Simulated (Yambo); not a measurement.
Yambo run on BaCNSCl (space group P2_1/m, No. 11). The wavefunctions are PBEsol (pw.x of Quantum ESPRESSO, ONCV potentials, scalar-relativistic) ones on a 2×2×1 mesh (32 occupied bands); a = 5.913 Å, b = 4.690 Å, c = 8.905 Å, α = γ = 90.00°, β = 98.71°.

Yambo input:

```
rim_cut
gw0
dyson
el_el_corr
HF_and_locXC
ppa
em1d
RandQpts= 1000000
RandGvec= 1 Ry
EXXRLvcs= 84 Ry
VXCRLvcs= 336 Ry
Chimod= "HARTREE"
% BndsRnXp
 1 | 342 |
%
NGsBlkXp= 6 Ry
% LongDrXp
 1.0 | 1.0 | 1.0 |
%
PPAPntXp= 27.2114 eV
% GbndRnge
 1 | 342 |
%
GTermKind= "BG"
DysSolver= "n"
ExtendOut
% QPkrange
 3 | 3 | 32 | 33 |
%
```

k points by index: 3 = (-0.5, 0, 0).

The o-*.qp file then holds:

```
#    K-point    Band    Eo [eV]    E [eV]    E-Eo [eV]    Vxc [eV]    Vnlxc [eV]    Sc|Eo [eV]    Sc|E [eV]    dSc/dw|Eo [eV]    Re(Z)    Im(Z)
#
    3    32    0.000000    -1.168021    -1.168021    -13.67862    -16.67312    1.546416    1.826477    -6.524024    0.806609    -0.001423
    3    33    4.153823    5.330941    1.177118    -10.83970    -6.114310    -3.310109    -3.548269    -5.504934    0.831735    -0.001367
```
(The two width columns are left out.) Convergence of these settings isn't established.

Geometry of the Materials Project entry, not relaxed at this level.
